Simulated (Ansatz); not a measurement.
An Ansatz input:

```yaml
crystal:
  lattice:
    - [3.9307638014, 0.0, 0.0]
    - [-1.9653819007, 3.4041413083, 0.0]
    - [0.0, 0.0, 2.364046377]
  atoms:
    - { symbol: Ni, position: [1.0, 1.0, 0.0] }
    - { symbol: Ni, position: [0.3333333333, 0.6666666667, 0.5] }
    - { symbol: Ni, position: [0.6666666667, 0.3333333333, 0.5] }
hamiltonian:
  xc: pbesol
  pseudopotentials:
    kind: paw
    azcp:
      Ni: "pseudopotentials/Ni.paw.azcp"
basis:
  ecutwfc: 420
  fft_grid_basis: typed
kpoints:
  mp_grid: { grid: [10, 10, 15], shift: [0, 0, 0] }
magnetization:
  spin_polarized: false
scf:
  occupations: { method: fermi_dirac, width: 0.1 }
  lower_state_search: "off"
output:
  stress: true
  write_density: true
  write_potential: true
  elf: true
  volumetric_format: npy
```

Output

```
Warning: the record states the generating functional pbe (its physics header spells it `PBE`), which answers neither for hamiltonian.xc's functional nor for the pbesol family's — results may be inconsistent (PPs are generated against a specific XC)
Engine: ansatz 0.2.0, x86_64-unknown-linux-gnu
Pseudopotentials: kind: paw
Pseudopotential: Ni, paw, valence charge 18, recommended cutoff 420 eV (normal) 
Functional definition: PBEsol
  exchange = pbesol_x
  correlation = pbesol_c
Crystal: 3 atoms, lattice volume = 31.633 Å³
Basis set: ecut = 420 eV, 619 PW (Γ)
Bands: 33, of which v1, the nominal top of the filled ones, is band 27 counted from 1 (26 counted from 0)
Symmetry: 24 space group operations
Space group: P6/mmm (ITA 191), of the structure as read, at distance tolerance 3.2e-5 Å
k-points: 112 of 1500
Non-local potential: Ni, projectors of the file, l = 0: 3, l = 1: 2, l = 2: 3, l = 3: 1
PAW form: soft (Blöchl's): semilocal exchange-correlation on the pseudo side does not see the compensation charge
PAW frozen core: Ni, regenerated for the run's functional, and the local potential with it (the file was generated under x = pbe(κ = 0.804, μ = 0.2195149727645171), c = pbe(β = 0.06672455060314922))
PAW one-centre angular grid: Ni, 590 points (default); XC on 64 Gauss nodes
Initial density: superposition of atomic densities (neutral atoms: chi_scale 0, normalization atom), corrected by the library's trained network
Initial wavefunctions: pseudopotential atomic-orbital guess
Functional: x = pbesol(κ = 0.804, μ = 0.12345679012345678), c = pbesol(β = 0.046)
SCF iter   1: F=—  HF=-17414.568811 eV  |F-HF|=—  |Δ(HF+E_count)|=         —  Δρ=2.91e-2  dr2=1.35e-1  ethr=1.77e-3  ⟨swp⟩=4.9  Hψ=11980  notcnv=0  defer=31
SCF iter   2: F=—  HF=-17414.547224 eV  |F-HF|=—  |Δ(HF+E_count)|=   2.16e-2  Δρ=1.19e-2  dr2=2.75e-2  ethr=2.50e-4  ⟨swp⟩=2.0  Hψ=5089  notcnv=0  defer=35
SCF iter   3: F=—  HF=-17414.543285 eV  |F-HF|=—  |Δ(HF+E_count)|=   3.94e-3  Δρ=1.49e-3  dr2=3.21e-4  ethr=5.10e-5  ⟨swp⟩=2.4  Hψ=5702  notcnv=0  defer=35
SCF iter   4: F=—  HF=-17414.543194 eV  |F-HF|=—  |Δ(HF+E_count)|=   9.14e-5  Δρ=1.04e-3  dr2=1.28e-4  ethr=5.95e-7  ⟨swp⟩=2.3  Hψ=6402  notcnv=0  defer=35
SCF iter   5: F=—  HF=-17414.543174 eV  |F-HF|=—  |Δ(HF+E_count)|=   1.99e-5  Δρ=1.10e-4  dr2=1.48e-6  ethr=2.38e-7  ⟨swp⟩=1.0  Hψ=3661  notcnv=0  defer=35
SCF iter   6: F=—  HF=-17414.543175 eV  |F-HF|=—  |Δ(HF+E_count)|=   9.55e-7  Δρ=2.48e-5  dr2=1.04e-7  ethr=1.85e-10  ⟨swp⟩=11.7  Hψ=30220  notcnv=0
SCF iter   7: F=-17414.543175 eV  HF=-17414.543175 eV  |F-HF|=1.02e-9  |Δ(HF+E_count)|=   7.62e-9  Δρ=4.01e-6  dr2=1.23e-9  ethr=1.85e-10  ⟨swp⟩=7.6  Hψ=23189  notcnv=0
SCF 1 converged in 7 iterations: F = -17414.543175 eV  dr2 = 1.23e-9
SCF converged after 7 iterations
Free energy (F): -17414.543175 eV
Harris-Foulkes:  -17414.543175 eV  (|F-HF|=1.02e-9)
Internal energy: -17414.293334 eV  (E = F + TS)
E sigma→0 (E₀):  -17414.418254 eV
Entropy (-TS):   -0.249841 eV (-83.280 meV/atom)
Fermi energy:    18.574803 eV
--- Per-component energies (eV) ---
  E_band       = -820.343686
  E_kinetic    = 850.233983
  E_local      = -10184.772600  (includes V_loc(G=0)·N_el)
  E_nonlocal   = 1910.404315
  E_hartree    = 4251.364792
  E_xc         = -254.142154
  E_vxc        = -328.931643  (∫ρ·V_xc dr)
  E_paw        = -4784.625996  (= ΣΔE_a)
  E_vpaw       = -1570.009652  (= ΣTr[D̂ρ^β])
  E_aug_tail   = 0.001327  (compensation charges beyond the density's cutoff)
  E_ewald      = -9203.348868
  E_core_change = 0.591867  (= ΣΔE_core)
  E_smearing   = -0.249841  (= −TS)
  E_closure    = 0.000000  (closes the sum)
  Σ components = -17414.543175   (vs F -17414.543175, Δ=0.00e0)
--- Stress (GPa, compression-positive) ---
        0.054622       0.000000       0.000000
       -0.000000       0.054622       0.000000
        0.000000       0.000000      -0.131961
  P = ⅓ Tr σ = -0.0076 GPa (-0.076 kbar)
--- Band table (eV; the first three rows and the last of 112) ---
  k-point 0: bands = ["-84.2704", "-84.2129", "-84.1162", "-44.9142", "-44.9142", "-44.7387", "-44.7387", "-44.6706", "-44.6162", "-44.6109", "-44.5843", "-44.5843", "9.3354", "14.4690", "15.6541", "15.6541", "15.6704", "15.6704", "15.8309", "16.3075", "16.9211", "16.9211", "17.4739", "17.4739", "17.5316", "17.5316", "18.6630", "18.6630", "24.9688", "24.9688", "24.9871", "24.9871", "27.3129"]
  k-point 1: bands = ["-84.2694", "-84.2120", "-84.1153", "-44.9133", "-44.9133", "-44.7369", "-44.7369", "-44.6790", "-44.6256", "-44.6194", "-44.5846", "-44.5846", "9.4640", "14.5437", "15.6082", "15.6082", "15.6315", "15.6315", "15.9486", "16.3849", "16.8667", "16.8667", "17.5159", "17.5159", "17.5475", "17.5475", "18.6305", "18.6305", "25.1075", "25.1075", "25.1120", "25.1120", "27.3539"]
  k-point 2: bands = ["-84.2664", "-84.2093", "-84.1128", "-44.9106", "-44.9106", "-44.7315", "-44.7315", "-44.7026", "-44.6523", "-44.6434", "-44.5854", "-44.5854", "9.8442", "14.7502", "15.4722", "15.4722", "15.5233", "15.5233", "16.2892", "16.6146", "16.7785", "16.7785", "17.4634", "17.4634", "17.7000", "17.7000", "18.5529", "18.5529", "25.4576", "25.4576", "25.5268", "25.5268", "27.4712"]
  k-point 111: bands = ["-84.2223", "-84.2153", "-84.0958", "-44.9438", "-44.8412", "-44.8318", "-44.8092", "-44.8069", "-44.7729", "-44.6675", "-44.5908", "-44.5881", "14.0318", "14.7731", "15.1503", "15.3435", "15.3510", "15.5027", "16.2837", "16.6736", "16.9583", "17.0977", "17.5414", "18.5043", "18.5719", "18.6559", "18.8475", "20.1961", "21.7345", "22.8347", "25.1666", "25.5659", "26.5084"]
```
